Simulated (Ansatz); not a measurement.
Trial structure of Zr2CdF6, not yet relaxed:

```
Zr Cd F
1.0
     0.00000    4.00476    4.00476
     4.00476    0.00000    4.00476
     4.00476    4.00476    0.00000
Zr Cd F
2 1 6
Direct
  0.25000 0.25000 0.25000
  0.75000 0.75000 0.75000
  0.00000 0.00000 0.00000
  0.75000 0.25000 0.25000
  0.25000 0.75000 0.75000
  0.25000 0.75000 0.25000
  0.75000 0.25000 0.75000
  0.25000 0.25000 0.75000
  0.75000 0.75000 0.25000
```

Method: DFT PBE, scalar-relativistic, plane waves, PAW in Ansatz 0.2.0. Settings: cutoff 420 eV, Γ-centred mesh 4×4×4 on the computed 9-atom cell, Gaussian smearing of 0.10 eV; no spin polarisation.

Formation energies are uncorrected and refer to the elements' standard structures at the same level (F₂ as a molecule).

**Question.** How far from equilibrium is it?

**Answer.** The pressure is 7.3 GPa (it wants to expand), the largest force is 3.07 eV/Å, and the energy is −1.45 eV/atom against the elements. The shortest distance is 2.00 Å.

**Question.** Is it a good guess?

**Answer.** A rough one: relaxing gains about 0.20 eV/atom (the start's value is from the coarse mesh, so the gain is rough) in 11 ionic steps and ends at −1.65 eV/atom on the finer mesh. The symmetry stays Fm-3m (No. 225). The volume per atom shrinks by 2.4 %, from 14.3 to 13.9 Å³. The shortest distance goes from 2.00 Å (Cd–F) to 2.14 Å (Cd–F). Conventional cell: a = 7.945 Å. Zr has 12 F at 2.81 Å and 4 Cd at 3.44 Å; Cd has 6 F at 2.14 Å and 8 Zr at 3.44 Å; F is surrounded by 1 Cd at 2.14 Å, 4 F at 2.60 Å and 4 Zr at 2.81 Å.

The last run used collinear spin, an 8×8×8 mesh for its 9-atom cell and Gaussian smearing of 0.10 eV. Another magnetic order may lie lower. The relaxation can't lower the symmetry of the start, and the grade says only how near the guess is to its own end. Symmetry constrained the relaxation, so the result can be a saddle point.
